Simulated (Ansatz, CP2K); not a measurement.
This is a calculation of NbSi for CP2K 2026.2. Atoms were shifted at random by some hundredths of an Å from the given cell, which wasn't relaxed again for these runs. The cell comes from a database or a generator and needn't be the stable form of this composition.

The input nbsi_scf.inp:

```
&GLOBAL
  PROJECT nbsi_scf
  RUN_TYPE ENERGY_FORCE
  PRINT_LEVEL LOW
&END GLOBAL
&FORCE_EVAL
  METHOD QS
  STRESS_TENSOR ANALYTICAL
  &DFT
    BASIS_SET_FILE_NAME BASIS_MOLOPT_UZH
    POTENTIAL_FILE_NAME POTENTIAL_UZH
    &MGRID
      CUTOFF 450
      REL_CUTOFF 60
      NGRIDS 4
    &END MGRID
    &QS
      METHOD GPW
      EPS_DEFAULT 1.0E-10
    &END QS
    &KPOINTS
      SCHEME MONKHORST-PACK 8 8 8
      GAMMA_CENTERED T
      SYMMETRY T
      SYMMETRY_BACKEND SPGLIB
    &END KPOINTS
    &SCF
      SCF_GUESS ATOMIC
      EPS_SCF 1.0E-6
      MAX_SCF 100
      ADDED_MOS 13
      CHOLESKY OFF
      EPS_EIGVAL 1.0E-7
      &DIAGONALIZATION ON
        ALGORITHM STANDARD
      &END DIAGONALIZATION
      &MIXING ON
        METHOD BROYDEN_MIXING
        ALPHA 0.4
        BETA 1.5
        NBUFFER 8
      &END MIXING
      &SMEAR ON
        METHOD FERMI_DIRAC
        ELECTRONIC_TEMPERATURE [K] 580.226
      &END SMEAR
    &END SCF
    &XC
      &XC_FUNCTIONAL
        &GGA_X_PBE
        &END GGA_X_PBE
        &GGA_C_PBE
        &END GGA_C_PBE
      &END XC_FUNCTIONAL
    &END XC
    &PRINT
      &KPOINTS ON
      &END KPOINTS
      &MULLIKEN ON
      &END MULLIKEN
      &MO ON
        ENERGIES T
        OCCUPATION_NUMBERS T
        &EACH
          QS_SCF 0
        &END EACH
        ADD_LAST NUMERIC
      &END MO
      &LOWDIN ON
      &END LOWDIN
      &HIRSHFELD ON
        SHAPE_FUNCTION DENSITY
      &END HIRSHFELD
      &E_DENSITY_CUBE ON
        STRIDE 1
      &END E_DENSITY_CUBE
      &V_HARTREE_CUBE ON
        STRIDE 1
      &END V_HARTREE_CUBE
      &ELF_CUBE ON
        STRIDE 1
      &END ELF_CUBE
    &END PRINT
  &END DFT
  &SUBSYS
    &CELL
      ABC 3.1564400000 3.1564400000 3.1564400000
      ALPHA_BETA_GAMMA 90.0000000000 90.0000000000 90.0000000000
      PERIODIC XYZ
    &END CELL
    &COORD
      SCALED
      Nb  -0.0081220000 -0.0041090000 -0.0158380000
      Si  0.4928710000 0.5132360000 0.4871190000
    &END COORD
    &KIND Nb
      BASIS_SET TZVP-MOLOPT-PBE-GTH-q13
      POTENTIAL GTH-PBE-q13
    &END KIND
    &KIND Si
      BASIS_SET TZVP-MOLOPT-PBE-GTH-q4
      POTENTIAL GTH-PBE-q4
    &END KIND
    &PRINT
      &ATOMIC_COORDINATES ON
      &END ATOMIC_COORDINATES
      &CELL ON
      &END CELL
    &END PRINT
  &END SUBSYS
  &PRINT
    &FORCES ON
    &END FORCES
    &STRESS_TENSOR ON
    &END STRESS_TENSOR
  &END PRINT
&END FORCE_EVAL
```

Potentials or basis: POTENTIAL_UZH Nb GTH-PBE-q13, Si GTH-PBE-q4; TZVP-MOLOPT-PBE-GTH basis.

The run is started by

```sh
$ OMP_NUM_THREADS=1 cp2k.psmp -i nbsi_scf.inp -o nbsi_scf.out
```

Set up the same calculation for Ansatz 0.2.0. Potentials or basis there: Ansatz PAW, cutoff 420 eV.

As run (cutoffs and basis follow the program's own potentials, and thresholds, step limits or extra output files can differ):

input.yaml

```yaml
crystal:
  lattice:
    - [3.15644, 0.0, 0.0]
    - [0.0, 3.15644, 0.0]
    - [0.0, 0.0, 3.15644]
  atoms:
    - { symbol: Nb, position: [-0.008122, -0.004109, -0.015838] }
    - { symbol: Si, position: [0.492871, 0.513236, 0.487119] }
hamiltonian:
  xc: pbe
  pseudopotentials: { kind: paw }
kpoints:
  mp_grid: { grid: [8, 8, 8] }
scf:
  occupations: { method: fermi_dirac, width: 0.05 }
output:
  forces: true
  stress: true
  eigenvalues: true
```

Potentials or basis: Ansatz PAW.

Launch:

```bash
$ ansatz run input.yaml --threads 1 --pin off --max-ram 3584MiB --backend cpu --events-out ev --progress --plain --runs-dir out
```

Both were run:

|  | CP2K | Ansatz |
| --- | --- | --- |
| Pressure | 0.7 GPa | 0.1 GPa |
| Largest force | 0.301 eV/Å | 0.296 eV/Å |

Ansatz's pressure holds a Pulay term of +0.03 GPa for its cutoff of 420 eV, which the other run lacks.

Where Ansatz's input types no cutoff or centring, it takes its own default and a Γ-centred mesh.

Pressure is positive in compression.
